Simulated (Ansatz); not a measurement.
HgO:
```cif
data_Hg3O3
_chemical_formula_sum 'Hg3 O3'
_space_group_name_H-M_alt 'P3221'
_space_group_IT_number 154
_space_group_name_Hall 'P 32 2"'
_cell_length_a 3.52173
_cell_length_b 3.52173
_cell_length_c 8.61490
_cell_angle_alpha 90.000
_cell_angle_beta 90.000
_cell_angle_gamma 120.000
loop_
_atom_site_label
_atom_site_type_symbol
_atom_site_symmetry_multiplicity
_atom_site_Wyckoff_symbol
_atom_site_fract_x
_atom_site_fract_y
_atom_site_fract_z
_atom_site_occupancy
Hg1 Hg 3 a 0.75377 0.75377 0.00000 1
O1 O 3 b 0.46540 0.46540 0.50000 1
```

Relaxed with LDA. The program Ansatz at the LDA level (PAW) gives a gap of 1.33 eV.

Question: What gap does HSE06 give on the same cell (Ansatz, PAW)?

Answer: 2.50 eV, 1.17 eV more. The hybrid was solved on a coarser mesh and at special points; its gap is the smallest among all of these.

| k | v1 LDA | c1 LDA | v1 HSE06 | c1 HSE06 |
|---|---|---|---|---|
| Γ | -0.20 | 1.35 | -0.25 | 2.50 |
| A | -0.22 | 2.01 | -0.23 | 3.38 |
| K | -0.62 | 4.44 | … | … |
| H | -0.13 | 4.59 | … | … |
| M | -0.48 | 3.21 | … | … |
| L | -0.31 | 3.15 | … | … |

Question: Top valence (v1) and lowest conduction level (c1) in eV from each method's valence maximum (which need not be a listed point): supply the withheld HSE06 values.

Answer: 
- H, v1 HSE06: -0.07
- H, c1 HSE06: 6.51
- K, v1 HSE06: -0.60
- K, c1 HSE06: 6.37
- L, v1 HSE06: -0.29
- L, c1 HSE06: 4.86
- M, v1 HSE06: -0.54
- M, c1 HSE06: 4.81

Cost on shared cores: the LDA run (SCF on a 9×9×4 mesh, then bands and DOS) about 110 core-seconds (a rough figure), the HSE06 run (SCF on 5×5×2, then a few points) about 2.4 core-minutes (a rough figure); the tasks are unlike.

Space group P3_221. The workflow started from a Materials Project entry (that database holds measured and hypothetical structures alike); the Crystallography Open Database copy checked does not list it. COD files the formula under space group No. 44, 62, so this cell is another polymorph or a model. Whether it is the stable phase at ambient conditions was not checked. Symmetry was held in the LDA relaxation; whether a distortion lowers the energy is not shown. A crystal of weakly bound chains computed without a dispersion correction: the cell and the soft elastic constants depend strongly on that. Spin–orbit coupling is left out wherever it is not named.

Potentials: the later of the program's two PAW sets.
